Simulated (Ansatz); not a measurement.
Be₅Pt:
```
CELL_PARAMETERS angstrom
      0.00000     2.98040     2.98040
      2.98040     0.00000     2.98040
      2.98040     2.98040     0.00000
ATOMIC_POSITIONS crystal
  Be 0.75000 0.75000 0.75000
  Be 0.87343 0.37552 0.37552
  Be 0.37552 0.37552 0.37552
  Be 0.37552 0.37552 0.87343
  Be 0.37552 0.87343 0.37552
  Pt 0.00000 0.00000 0.00000
```

Relaxed with r²SCAN.

Map the valence electron density (e/Å³), cut off at 0.5 on the plane through (0.750, 0.750, 0.750) spanned by u = [1, 0, 0] and v = [-1, 1, 1] in lattice vectors, from r²SCAN in the plane-wave PAW code Ansatz.

x is the fraction of u, y of v (the angle between them is 90°; rows are the nearest grid lines); atoms in the plane: Be at (0.00, 0.00), Be at (0.75, 0.63), Be at (0.25, 0.63), Pt at (0.50, 0.25).
```
|  :---==++++++==---:  |
| .:----==++++==----:. |
|-------==++++==-------|
|------==++**++==------|
|------=++****++=------|
|----==+**####**+==----|
|======+*######*+======|
|====--=+*####*+=--====|
|++=-:.:=**##**=:.:-=++|
|+++=: .-=++++=-. :=+++|
|**++-::-=++++=-::-++**|
|***++===++++++===++***|
|****++***####***++****|
|*******#@@@@@@#*******|
|+++***%@@@@@@@@%***+++|
|++++*@@@@@@@@@@@@*++++|
|==++#@@@@@@@@@@@@#++==|
|===+#@@@@@@@@@@@@#+===|
|--=+*@@@@@@@@@@@@*+=--|
|--==+%@@@@@@@@@@%+==--|
|--==+#@@@@@@@@@@#+==--|
|---==+#@@@@@@@@#+==---|
| .:-===+*####*+===-:. |
|  :---==++++++==---:  |
```
Scale: ten equal steps from 0.038 (start of ' ') to 0.500 (end of '@'), in the order ' .:-=+*#%@'; x runs from 0.000 to 1.00, y from 0.000 (bottom) to 1.00 (top).

The density is the valence pseudo-density with augmentation charge, so density and ELF within about 1 Å of a nucleus are not all-electron values.

Space group F-43m. The first step of the workflow began from a Materials Project structure, measured or hypothetical; the Crystallography Open Database copy checked does not list it. With Be and Pt taken as one species the cell has the higher symmetry Fd-3m, so it may be an ordered model of a mixed-site phase. Whether it is the stable phase at ambient conditions was not checked. Symmetry was held in the r²SCAN relaxation; its stability against distortions is not shown here. No spin polarisation was allowed. Scalar-relativistic: spin–orbit coupling is off unless named, which matters more the heavier the elements.

Potentials: the later of the program's two PAW sets.
